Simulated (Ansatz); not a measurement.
**CaNiN: do energies and stresses tell the same story?**

Method: DFT PBEsol, scalar-relativistic, plane waves, PAW in Ansatz.

Settings: cutoff 420 eV, Γ-centred mesh 10×10×6 on the computed 6-atom cell, Gaussian smearing of 0.10 eV; no spin polarisation.

Relaxed cell: P4_2/mmc, a = 3.513 Å, b = 3.513 Å, c = 6.952 Å, α = 90.00°, β = 90.00°, γ = 90.00°, 6 atoms in the primitive cell. Whether it is the stable form of this composition wasn't checked.

Energies at zero smearing and pressures from the stress tensor, at volumes with shape and atoms relaxed:
| V (Å³/atom) | E − E(first) (meV/atom) | P (GPa) |
| --- | --- | --- |
| 12.581 | 0.00 | 18.18 |
| 13.010 | -40.91 | 12.57 |
| 13.439 | -67.87 | 7.74 |
| 13.868 | -82.85 | 3.59 |
| 14.297 | -87.47 | 0.00 |
| 14.726 | -83.19 | -3.09 |
| 15.155 | -71.23 | -5.73 |
| 15.727 | -45.18 | -8.69 |

Problem. Check P = −dE/dV between neighbouring volumes, and get the bulk modulus from the pressures alone.

Solution. With 1 eV/Å³ = 160.2 GPa:
```json
{"middle V (Å³/atom)": "12.796", "−ΔE/ΔV (GPa)": "15.283", "mean P (GPa)": "15.372"}
{"middle V (Å³/atom)": "13.225", "−ΔE/ΔV (GPa)": "10.070", "mean P (GPa)": "10.155"}
{"middle V (Å³/atom)": "13.654", "−ΔE/ΔV (GPa)": "5.594", "mean P (GPa)": "5.664"}
{"middle V (Å³/atom)": "14.083", "−ΔE/ΔV (GPa)": "1.728", "mean P (GPa)": "1.793"}
{"middle V (Å³/atom)": "14.511", "−ΔE/ΔV (GPa)": "-1.601", "mean P (GPa)": "-1.543"}
{"middle V (Å³/atom)": "14.940", "−ΔE/ΔV (GPa)": "-4.467", "mean P (GPa)": "-4.409"}
{"middle V (Å³/atom)": "15.441", "−ΔE/ΔV (GPa)": "-7.297", "mean P (GPa)": "-7.213"}
```

The two differ by 0.09 GPa at most. The mean of two end pressures misses the average over a step by about ΔV² P″/12, up to 0.07 GPa here; with that taken off 0.03 GPa remains, from the smearing term (the stress is the derivative of the free energy), the finite cutoff, the mesh or the relaxation's tolerance. Around V = 14.297 Å³/atom, the two neighbours give B = −V ΔP/ΔV = 14.297 × 6.67 / 0.858 = 111.2 GPa, against B0 = 110.6 GPa from the Birch–Murnaghan fit of the energies.

Spin polarisation was left out, and a magnetic state may lie lower.

A ferromagnetic start lost its moments in a first run, so spin was left out; other magnetic orders weren't tried.

Cost: 9 runs of about 10 core-minutes in all, on Intel Xeon Platinum 8488C (Sapphire Rapids) (shared hosts).